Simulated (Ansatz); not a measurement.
A generator proposed this cell of SiGeTe2S2.

```cif
data_structure
_symmetry_space_group_name_H-M 'P 1'
_symmetry_Int_Tables_number 1
_cell_length_a 4.0804
_cell_length_b 4.0804
_cell_length_c 8.8926
_cell_angle_alpha 90.000
_cell_angle_beta 90.000
_cell_angle_gamma 90.000
_cell_volume 148.06
loop_
_atom_site_label
_atom_site_type_symbol
_atom_site_fract_x
_atom_site_fract_y
_atom_site_fract_z
_atom_site_occupancy
Si1 Si 0.50000 0.50000 0.00000 1
Ge1 Ge 0.00000 0.00000 0.00000 1
Te1 Te 0.00000 0.00000 0.22186 1
Te2 Te 0.00000 0.00000 0.77814 1
S1 S 0.50000 0.00000 0.50000 1
S2 S 0.00000 0.50000 0.50000 1
```

Computed with DFT PBE, scalar-relativistic, plane waves, PAW in Ansatz. Cutoff 420 eV; k points 4×4×2 on the computed 6-atom cell (Γ-centred); Gaussian smearing, width 0.10 eV; no spin polarisation.

The zero of energy is the elements' standard structures at the same level; no fitted shifts are applied.

**Question.** How far from equilibrium is it?

**Answer.** The pressure is 22.8 GPa (the mean over three directions, positive in compression), the largest force is 15.91 eV/Å, and the energy is +1.90 eV/atom against the elements. The shortest distance is 1.97 Å, so close that the PAW spheres overlap strongly and these values are rough.

**Question.** Is it a good guess?

**Answer.** A poor one: relaxing gains about 1.4 eV/atom (the start's value is from the coarse mesh, so the gain is rough) in 25 ionic steps and ends at +0.49 eV/atom on the finer mesh. The symmetry stays P4/mmm (No. 123). The volume per atom grows by 7.1 %, from 24.7 to 26.4 Å³. The shortest distance goes from 1.97 Å (Ge–Te) to 2.43 Å (Si–Ge and S–S). The ratio c/a of the conventional cell changes by a factor of 1.80. Conventional cell: a = 3.430 Å, c = 13.477 Å. Around Si lie 4 Ge at 2.43 Å; Ge has 4 Si at 2.43 Å and 2 Te at 2.87 Å; around Te lies 1 Ge at 2.87 Å; S has 4 S at 2.43 Å.

The last run used a 12×12×4 mesh (in the run's order of axes) for its 6-atom cell and Gaussian smearing of 0.10 eV. Weakly bound directions are ill-defined at this level, which has no dispersion term. These runs have no spin–orbit coupling, which can matter for Te. The reference forms of S and Te are held partly by dispersion forces, which this level lacks. The relaxation can't lower the symmetry of the start, and the grade says only how near the guess is to its own end. Symmetry constrained the relaxation, so the result can be a saddle point. Another cell of SiGeTe2S2 relaxed alike, in I4/mmm, lies 0.45 eV/atom lower, so this cell isn't the stable form at this level.
